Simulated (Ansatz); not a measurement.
**Frozen-phonon scan for WB2 (space group P6_3/mmc)**

Relaxed WB₂ (space group P6_3/mmc):

```
CELL_PARAMETERS angstrom
      2.98262     0.00000     0.00000
     -1.49131     2.58303     0.00000
      0.00000     0.00000    13.85588
ATOMIC_POSITIONS crystal
  B  0.33333 0.66667 0.52326
  B  0.66667 0.33333 0.47674
  B  0.66667 0.33333 0.02326
  B  0.33333 0.66667 0.97674
  B  0.00000 0.00000 0.25000
  B  0.00000 0.00000 0.75000
  B  0.66667 0.33333 0.25000
  B  0.33333 0.66667 0.75000
  W  0.33333 0.66667 0.13552
  W  0.66667 0.33333 0.86448
  W  0.66667 0.33333 0.63552
  W  0.33333 0.66667 0.36448
```

A phonon eigenvector at Γ is frozen into this cell: atom i moves by Q times the vector below, so Q is the largest atomic displacement, in Å. The cell is held.

```csv
atom,x,y,z
B1,0.000,0.000,-1.000
B2,0.000,0.000,-1.000
B3,0.000,0.000,-1.000
B4,0.000,0.000,-1.000
B5,0.000,0.000,0.559
B6,0.000,0.000,0.559
B7,0.000,0.000,0.308
B8,0.000,0.000,0.308
W9,0.000,0.000,0.033
W10,0.000,0.000,0.033
W11,0.000,0.000,0.033
W12,0.000,0.000,0.033
```

Method: LDA (plane waves to 420 eV, PAW, scalar-relativistic; Ansatz, a program for electronic structure). k mesh 14×14×3 (Γ-centred), Fermi-Dirac smearing 0.05 eV. The energy includes the smearing's −TS. Stress and pressure are positive under compression. With partly filled bands, energies and forces of such displacements shift with the k mesh and the smearing. Spin-orbit coupling is left out, though W is heavy. WB2 is run without spin polarisation. WB2 was relaxed with its symmetry unable to fall. The zero of ΔE is the undisplaced structure.

```json
[
 {"Q (Å)": "-0.180", "ΔE (meV/cell)": "1510", "P (GPa)": "5.6", "−dE/dQ from forces (eV/Å)": "17.065"},
 {"Q (Å)": "-0.150", "ΔE (meV/cell)": "1043", "P (GPa)": "3.9", "−dE/dQ from forces (eV/Å)": "14.072"},
 {"Q (Å)": "-0.120", "ΔE (meV/cell)": "664", "P (GPa)": "2.5", "−dE/dQ from forces (eV/Å)": "11.160"},
 {"Q (Å)": "-0.090", "ΔE (meV/cell)": "372", "P (GPa)": "1.4", "−dE/dQ from forces (eV/Å)": "8.314"},
 {"Q (Å)": "-0.060", "ΔE (meV/cell)": "165", "P (GPa)": "0.6", "−dE/dQ from forces (eV/Å)": "5.516"},
 {"Q (Å)": "-0.030", "ΔE (meV/cell)": "41", "P (GPa)": "0.2", "−dE/dQ from forces (eV/Å)": "2.750"},
 {"Q (Å)": "0.000", "ΔE (meV/cell)": "0", "P (GPa)": "0.0", "−dE/dQ from forces (eV/Å)": "0.000"},
 {"Q (Å)": "0.030", "ΔE (meV/cell)": "41", "P (GPa)": "0.2", "−dE/dQ from forces (eV/Å)": "-2.750"},
 {"Q (Å)": "0.060", "ΔE (meV/cell)": "165", "P (GPa)": "0.6", "−dE/dQ from forces (eV/Å)": "-5.516"},
 {"Q (Å)": "0.090", "ΔE (meV/cell)": "372", "P (GPa)": "1.4", "−dE/dQ from forces (eV/Å)": "-8.314"},
 {"Q (Å)": "0.120", "ΔE (meV/cell)": "664", "P (GPa)": "2.5", "−dE/dQ from forces (eV/Å)": "-11.160"},
 {"Q (Å)": "0.150", "ΔE (meV/cell)": "1043", "P (GPa)": "3.9", "−dE/dQ from forces (eV/Å)": "-14.072"},
 {"Q (Å)": "0.180", "ΔE (meV/cell)": "1510", "P (GPa)": "5.6", "−dE/dQ from forces (eV/Å)": "-17.065"}
]
```

Derived quantities:

```
Quantity                                                                                                              Value
-----------------------------------------------------------  --------------------------------------------------------------
Energy at Q = 0.180 Å                                                                                         1510 meV/cell
Space group of the distorted cell                                                   P6_3mc (No. 186), lowered from P6_3/mmc
Symmetry of the curve                                                                         even: the same for both signs
Shape of the curve                                           a single well with its minimum at or next to zero displacement
Harmonic wavenumber from the curvature (finite differences)                                                        686 cm⁻¹
Wavenumber by perturbation theory (DFPT, on another k mesh)                                                        685 cm⁻¹
```

(A displaced cell: forces are minus the slopes of the energy, force constants its curvatures, and phonons follow from these.)
